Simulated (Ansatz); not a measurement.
Below is a relaxed structure of Zn3S2O. The cell was found from a structure generator's guess, not taken from experiment.

Level of theory: DFT PBE, scalar-relativistic, plane waves, PAW in Ansatz 0.2.0. Cutoff 420 eV, Γ-centred mesh, Gaussian smearing, no spin polarisation.

```yaml
crystal:
  lattice:
    - [-1.84371, 1.84371, 7.57981]
    - [1.84371, -1.84371, 7.57981]
    - [1.84371, 1.84371, -7.57981]
  atoms:
    - { symbol: Zn, position: [0.68669, 0.68669, 0.00000] }
    - { symbol: Zn, position: [0.31331, 0.31331, 0.00000] }
    - { symbol: Zn, position: [0.00000, 0.00000, 0.00000] }
    - { symbol: S, position: [0.40650, 0.90650, 0.50000] }
    - { symbol: S, position: [0.09350, 0.59350, 0.50000] }
    - { symbol: O, position: [0.75000, 0.25000, 0.50000] }
```

The zero of energy is the elements' standard structures at the same level (O₂ as a molecule); no fitted shifts are applied.

(1) What space group does it have?

(2) How far does it lie from the elements in energy?

(3) Is it a metal?

Results:

(1) I-4m2 (No. 119), with S and O ordered on zinc blende sites. Conventional cell: a = 3.687 Å, c = 15.160 Å. Zn on a site of symmetry 2mm has 2 O at 2.08 Å and 2 S at 2.32 Å; around Zn on a site of symmetry -4m2 lie 4 S at 2.33 Å; S has 4 Zn at 2.32–2.33 Å; O is surrounded by 4 Zn at 2.08 Å.

(2) −0.945 eV/atom. It lies below the elements, which doesn't yet make it stable against other compounds or structures.

(3) No, the gap on the 10×10×10 mesh is 1.11 eV.

The last run used a 10×10×10 mesh for its 6-atom cell and Gaussian smearing of 0.02 eV. Kohn–Sham gaps at this level usually fall short of measured ones. The reference form of S is held partly by dispersion forces, which this level lacks. A later test with randomly moved atoms came back to the same energy, though modes that don't fit the test's cell weren't probed.
